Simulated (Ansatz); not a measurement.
## TiAgHg2, one cell by several methods

```yaml
crystal:
  lattice:
    - [4.15000, 0.00000, 0.00000]
    - [0.00000, 4.15000, 0.00000]
    - [0.00000, 0.00000, 4.06000]
  atoms:
    - { symbol: Ti, position: [0.50000, 0.50000, 0.00000] }
    - { symbol: Ag, position: [0.00000, 0.00000, 0.00000] }
    - { symbol: Hg, position: [0.00000, 0.50000, 0.50000] }
    - { symbol: Hg, position: [0.50000, 0.00000, 0.50000] }
```

Atom numbers follow the list: Ti1, Ag2, Hg3, Hg4.

The geometry is COD entry 1509376, unchecked; take it as a test cell.

Spin polarisation is left out, and whether a magnetic state lies lower isn't shown here.

No spin–orbit coupling, which matters for the heavy atoms here.

Methods: DFT, PBEsol, PAW with Ansatz's default frozen-core files, scalar-relativistic (Ansatz 0.2.0); DFT, PBEsol, all-electron PAW with datasets made for the crystal, scalar-relativistic (Ansatz 0.2.0); DFT, PBEsol, all-electron LAPW, scalar-relativistic (Ansatz 0.2.0).

For PAW: a Γ-centred 8×8×8 k mesh, Fermi–Dirac smearing of 0.03 eV, cutoff 420 eV, no spin polarisation; the PAW files were made with PBE, and the program remakes their frozen cores for this functional. The crystal-made all-electron datasets (AE datasets) take a cutoff of 280 eV at this cell. LAPW targets a basis error of 1 meV/atom. The Ansatz runs share mesh, smearing and spin set-up. Plane-wave (PAW) pressures include the program's estimate of the Pulay term.

Stress and pressure are positive in compression.

Spin–orbit coupling is left out, which moves gradients at and beside heavy atoms by some per cent and at worst by a factor of two.

In a metal, gradients converge slowly with the k mesh: the values move by tens of per cent from one mesh to another, at times in sign, so only the comparison on one mesh counts.

Levels count from the Fermi level.

```tsv
quantity	PAW	AE datasets	LAPW
pressure (GPa)	7.50	7.50	7.50
stress xx (GPa)	8.10	8.10	8.10
stress zz (GPa)	6.30	6.30	6.30
highest filled level at R (eV)	-1.519	-1.518	-1.519
lowest empty level at R (eV)	0.070	0.069	0.069
highest filled level at Γ (eV)	-0.171	-0.171	-0.171
lowest empty level at Γ (eV)	0.137	0.137	0.137
highest filled level at A (eV)	-0.308	-0.308	-0.308
lowest empty level at A (eV)	1.391	1.392	1.392
largest principal field gradient Vzz at Ti1 (10²¹ V/m²)	-0.60	-0.62	–
largest principal field gradient Vzz at Ag2 (10²¹ V/m²)	1.17	1.22	–
largest principal field gradient Vzz at Hg3 (10²¹ V/m²)	14.44	14.44	–
```

PAW's pressure differs from the LAPW value by about 0.01 GPa or less.
